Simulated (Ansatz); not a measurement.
Data:

Ni5Ge3:
```cif
data_Ge6Ni10
_chemical_formula_sum 'Ni10 Ge6'
_space_group_name_H-M_alt 'P 1'
_space_group_IT_number 1
_cell_length_a 6.31590
_cell_length_b 6.31590
_cell_length_c 6.30974
_cell_angle_alpha 64.114
_cell_angle_beta 115.886
_cell_angle_gamma 116.200
loop_
_space_group_symop_operation_xyz
  'x, y, z'
loop_
_atom_site_label
_atom_site_type_symbol
_atom_site_fract_x
_atom_site_fract_y
_atom_site_fract_z
_atom_site_occupancy
Ni1 Ni 0.81637 0.67044 0.64568 1
Ni2 Ni 0.18363 0.32956 0.35432 1
Ni3 Ni 0.67044 0.81637 0.85432 1
Ni4 Ni 0.32956 0.18363 0.14568 1
Ni5 Ni 0.50000 0.00000 0.00000 1
Ni6 Ni 0.00000 0.50000 0.50000 1
Ni7 Ni 0.08741 0.74000 0.08584 1
Ni8 Ni 0.91259 0.26000 0.91416 1
Ni9 Ni 0.74000 0.08741 0.41416 1
Ni10 Ni 0.26000 0.91259 0.58584 1
Ge1 Ge 0.89639 0.89639 0.25000 1
Ge2 Ge 0.10361 0.10361 0.75000 1
Ge3 Ge 0.28255 0.58472 0.95121 1
Ge4 Ge 0.71745 0.41528 0.04879 1
Ge5 Ge 0.58472 0.28255 0.54879 1
Ge6 Ge 0.41528 0.71745 0.45121 1
```

This is the r²SCAN-relaxed structure.

Q: All from r²SCAN (plane waves, PAW; program Ansatz), unless another level is named. Predict the electronic character.

A: metallic (no gap).

Q: And the density of states at the Fermi level?

A: 0.56 states/eV per atom (mean over ±0.08 eV).

Q: Give the formation energy from the elements (no fitted shifts).

A: -0.27 eV/atom.

Space group C2/c. The first step of the workflow began from a Materials Project structure, measured or hypothetical; the Crystallography Open Database copy checked does not list it. Whether it is the stable phase at ambient conditions was not checked. The r²SCAN relaxation kept the symmetry of its start; whether a distortion lowers the energy is not shown. No spin polarisation was allowed. The references are the lowest solids computed at this level, not always the standard phases. Scalar-relativistic: spin–orbit coupling is off unless named, which matters more the heavier the elements.

Potentials: the later of the program's two PAW sets.
